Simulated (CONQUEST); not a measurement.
Set-up for a self-consistent single point of CsPbBr3 (P4/mmm, 5 atoms in the cell; from Materials Project mp-600089, changed as shown).

```xyz
5
Lattice="5.9486 0.0000 0.0000 0.0000 6.0081 0.0000 0.0000 0.0000 5.9486" Properties=species:S:1:pos:R:3 pbc="T T T"
Cs     0.0000     0.0000     0.0000
Pb     2.9743     3.0041     2.9743
Br     2.9743     3.0041     0.0000
Br     0.0000     3.0041     2.9743
Br     2.9743     0.0000     2.9743
```

Level of theory: PBE, numerical atomic orbitals double-zeta with polarisation (the shipped basis), PseudoDojo norm-conserving potentials made for PBE (CONQUEST 1.3).

CONQUEST settings:

| key | value |
|---|---|
| basis | DZP |
| Diag.MPMeshX, Y, Z | 4 4 4 |
| potentials | PseudoDojo norm-conserving PBE |
| Grid.GridCutoff | 175 Ha |
| DM.SolutionMethod | diagon |
| Diag.kT | 0.0001 Ha |
| Diag.GammaCentred | true |
| minE.SCTolerance | 1.0e-07 |
| SC.MaxIters | 100 |
| SC.LinearMixingFactor | 0.5 |
| SC.KerkerPreCondition | true |
| SC.KerkerFactor | 0.1 1/bohr |
| AtomMove.TypeOfRun | static |

Results:

| Quantity | Result |
|---|---|
| Number of valence electrons | 44 |
| Number of bands | 71 |
| Number of k-points after the program's reduction | 51 |
| Size of the basis | 71 |
| Number of SCF iterations | 10 |
| FFT grid | 72 × 72 × 72 |
| Free energy E − TS | -3841.1143 eV |
| Top of the valence band (on the code's own zero) | -5.45 eV |
| Gap on the k-point mesh | 1.69 eV |
| Pressure | 0.55 GPa |

Stress (GPa, positive for compression):
```
0.69  0.00  0.00
0.00  0.26  0.00
0.00  0.00  0.69
```

Gaps are taken between levels on the mesh.

For comparison: a first run was changed to give this one (lattice vector b scaled by 1.01), and from it to this one the free energy drops by 1.3 meV/atom, the pressure goes from 0.76 to 0.55 GPa and the gap on the mesh goes from 1.704 to 1.693 eV.

Spin-orbit coupling is left out, which matters for bands and gaps with elements this heavy. The program uses no crystal symmetry, so grid and mesh can part values that symmetry would make equal. The atom-centred basis is finite, which shifts total energies, pressures and gaps against plane waves. The structure comes from a collection of computed structures, made at another level of theory; the collection holds predicted forms beside known ones.

Cost on one core: about 80 core-seconds (a rough figure).
